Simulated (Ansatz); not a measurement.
As (A7 (α-As type), R-3m) under volume change, DFT-PBEsol in the program Ansatz with PAW potentials, shape and atoms relaxed at each volume.

| V (Å³/atom) | E − E(relaxed) (meV/atom) | P (GPa) |
|---|---|---|
| 18.978 | 34.5 | 6.49 |
| 19.603 | 14.3 | 3.94 |
| 20.229 | 3.3 | 1.76 |
| 20.855 | 0.0 | 0.00 |
| 21.480 | 2.7 | -1.36 |
| 22.106 | 10.1 | -2.38 |
| 22.732 | 20.9 | -3.13 |

Question: What does a third-order Birch–Murnaghan fit give for V₀, B₀ and B′?

Answer: V₀ = 20.87 Å³/atom, B₀ = 50.0 GPa, B′ = 6.9.

Symmetry was held in the PBEsol relaxation.

Potentials: the later of the program's two PAW sets.
